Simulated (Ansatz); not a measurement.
Input:

NbSi:
```
NbSi
1.0
    0.00000     2.57374     2.57374
    2.57374     0.00000     2.57374
    2.57374     2.57374     0.00000
Si Nb
1 1
Direct
  0.00000   0.00000   0.00000
  0.50000   0.50000   0.50000
```

This is the PBE-relaxed structure.

**Question.** All from plane-wave PAW PBE (Ansatz code), unless another level is named. Estimate the electronic character.

**Answer.** metallic (no gap).

**Question.** Next, the formation energy from the elements (no fitted shifts)?

**Answer.** -226 meV/atom.

**Question.** And the density of states at the Fermi level?

**Answer.** 0.73 states/eV per atom (mean over ±0.08 eV).

Space group Fm-3m (rock salt). A made-up cell: these elements were put on the sites of a structure type; neither database checked (COD, Materials Project) lists it. Its standing as an ambient phase is unchecked. Symmetry was held in the PBE relaxation; its stability against distortions is not shown here. The run is not spin-polarised. The references are the lowest solids computed at this level, not always the standard phases. Spin–orbit coupling is left out wherever it is not named.

Potentials: the later of the program's two PAW sets.
